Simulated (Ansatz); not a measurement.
**Data sheet: Sb2Se3 (DFT)**

Sb2Se3:
```
Sb2Se3
1.0
    4.04310     0.00000     0.00000
   -2.02155     3.50143     0.00000
    0.00000     0.00000    10.12586
Sb Se
2 3
Direct
  0.33333   0.66667   0.18655
  0.66667   0.33333   0.81345
  0.00000   0.00000   0.00000
  0.33333   0.66667   0.66131
  0.66667   0.33333   0.33869
```

Space group P-3m1 (No. 164), La2O3 or Ni2Al3 type; conventional cell a = b = 4.043 Å, c = 10.126 Å, α = β = 90.00°, γ = 120.00°.

Method: r²SCAN (plane waves, PAW; program Ansatz). Geometry: relaxed at this level of theory. Other levels are named where they apply.

### Cell and energy

* **Volume per atom**: 28.67 Å³
* **Density**: 5.57 g/cm³
* **Formation energy from the elements (no fitted shifts)**: -0.26 eV/atom

### Electronic structure

- Band gap = 0.45 eV (smallest direct gap 0.45 eV)
- Valence-band maximum = on the Γ–M line, 5 % of the way from Γ
- Conduction-band minimum = at Γ
- Electron effective mass = 0.12, 0.12, 0.45 mₑ (principal values)
- Electron effective mass with spin–orbit coupling = 0.11, 0.11, 0.44 mₑ (principal values)
- Hole effective mass with spin–orbit coupling = 0.25, 3.1, 3.1 mₑ (principal values)
- Gap with spin–orbit coupling = 0.35 eV

### Charges

* **Bader charges**: Sb +1.00, Se -0.77 to -0.61 e

The cell is a constructed one: a structure type filled with these elements; neither database checked (COD, Materials Project) lists it. It is not the phase usual at ambient conditions (space group No. 62). The r²SCAN relaxation kept the symmetry of its start; whether a distortion lowers the energy is not shown. The references are the lowest solids computed at this level, not always the standard phases. Spin–orbit coupling is left out wherever it is not named.

Potentials: the earlier of the program's two PAW sets.
